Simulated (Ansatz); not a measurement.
## Trial structures of NdAs3Pb2: starts and ends

Level of theory: DFT PBE, scalar-relativistic, plane waves, PAW, and for the lanthanide a 4f-in-core norm-conserving potential, in Ansatz. Settings: cutoff 660 eV, Γ-centred meshes spaced at most about 0.3 Å⁻¹, and about 0.25 Å⁻¹ or finer for metals (2π included), Gaussian smearing. No spin polarisation in the final relaxations.

Each guess was relaxed in cell and atoms at zero pressure, within the symmetry of its start. These are static total energies at zero pressure. Coordination counts As atoms around Nd and Pb (those within 1.25 times the shortest such distance or 1.15 times the sum of covalent radii, 1.27 where that leaves under three; the shortest distance is added where it exceeds 1.18 times the sum of covalent radii).

```json
{"guess": "1", "made from": "NaSn2Pd3 type", "start group": "P6mm", "V start (Å³/atom)": "27.4", "end group": "P6mm", "V end (Å³/atom)": "28.1", "coordination at the end": "Nd 6, Pb 6 from 3.3 Å", "gap on mesh (eV)": "0", "E over the lowest end (meV/atom)": "78"}
{"guess": "2", "made from": "random cell", "start group": "P6/mmm", "V start (Å³/atom)": "30.7", "end group": "P6/mmm", "V end (Å³/atom)": "44.7", "coordination at the end": "Nd 6, Pb 6 from 4.3 Å", "gap on mesh (eV)": "0", "E over the lowest end (meV/atom)": "596"}
{"guess": "3", "made from": "LaB2Ir3 type", "start group": "P6/mmm", "V start (Å³/atom)": "25.1", "end group": "?", "V end (Å³/atom)": "?", "coordination at the end": "?", "gap on mesh (eV)": "?", "E over the lowest end (meV/atom)": "?"}
{"guess": "4", "made from": "random cell", "start group": "P6/mmm", "V start (Å³/atom)": "27.6", "end group": "P6/mmm", "V end (Å³/atom)": "26.9", "coordination at the end": "Nd 8, Pb 5", "gap on mesh (eV)": "0", "E over the lowest end (meV/atom)": "0"}
```

Guess 3 as it starts:

```xyz
6
Lattice="6.7666 0.0000 0.0000 -3.3833 5.8601 0.0000 0.0000 0.0000 3.8039" Properties=species:S:1:pos:R:3 pbc="T T T"
Nd    0.0000    0.0000    0.0000
As    3.3833    0.0000    1.9019
As    1.6917    2.9300    1.9019
As   -1.6917    2.9300    1.9019
Pb    0.0000    3.9067    0.0000
Pb    3.3833    1.9534    0.0000
```

Problem. Fill in the missing row: what does this guess relax into, and where does it rank?

Solution. It ends in space group P6/mmm (No. 191), with a = 5.865 Å, c = 5.454 Å, 27.1 Å³/atom and no gap. It lies 0.34 eV/atom over the lowest end, above guess 1 and below guess 2. Counting As atoms around Nd and Pb, this end has Nd 12 from 4.0 Å, Pb 6 from 3.2 Å and the lowest (guess 4) has Nd 8, Pb 5.

```xyz
6
Lattice="5.8653 0.0000 0.0000 -2.9326 5.0795 0.0000 0.0000 0.0000 5.4539" Properties=species:S:1:pos:R:3 pbc="T T T"
Nd    0.0000    0.0000    0.0000
As    2.9326    0.0000    2.7269
As    1.4663    2.5397    2.7269
As   -1.4663    2.5397    2.7269
Pb    0.0000    3.3863    0.0000
Pb    2.9326    1.6932    0.0000
```

The zero of energy is the elements' standard structures at the same level; no fitted shifts are applied.

Problem. Is the lowest end bound against the elements?

Solution. Yes: its formation energy is −0.26 eV/atom. It lies below the elements, which doesn't yet make it stable against other compounds or structures.

Spin–orbit coupling, which can matter for Pb, is left out. The reference form of As is held partly by dispersion forces, which this level lacks. Cells relaxed within their symmetry can be saddle points. A lower structure may well exist outside this small set. Some structure types and database cells were kept out of the candidates from the start, so a known form may be missing.

The lanthanide is trivalent by construction, without f bands, f moments or other valences. The reference runs of the other elements, and any phases without the lanthanide, used 420 eV, which shifts energies against them by under 10 meV/atom. The lanthanide's reference is the lowest of its hcp, dhcp and fcc cells.
